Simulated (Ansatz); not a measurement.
A generated cell, not matched to a known phase here, of Mg₃Se₂O: Immm (No. 71), oI12; a = 3.5004 Å, b = 5.1940 Å, c = 11.0082 Å, α = β = γ = 90.00°; Se 4i (0.000, 0.000, 0.330); O 2a (0.000, 0.000, 0.000); Mg 4j (0.500, 0.000, 0.130); Mg 2d (0.000, 0.500, 0.000). Level of theory: r2SCAN (plane waves to 500 eV, PAW, scalar-relativistic; Ansatz, a quantum-chemistry and plane-wave program). Element references, the lowest calculated here: Se (P3₁21), Mg (P6₃/mmc), O (C2/m, ferromagnetic, forced by one molecule a cell; α-O2 is antiferromagnetic); gases are represented by their molecular solids.

**Question.** What is the computed formation energy of this Immm form of Mg3Se2O from the elements (r2SCAN)?

**Answer.** -1.67 eV/atom.

A lower structure of this composition may exist.

Static energies, no anion corrections, no zero-point energy. Values are rounded to 0.01 eV/atom. Not shown to be the ambient phase of their composition (a lower form may be missing, and a cell relaxed within its start's symmetry can be a saddle point): Mg3Se2O (Immm). The compounds carry no spin polarisation.
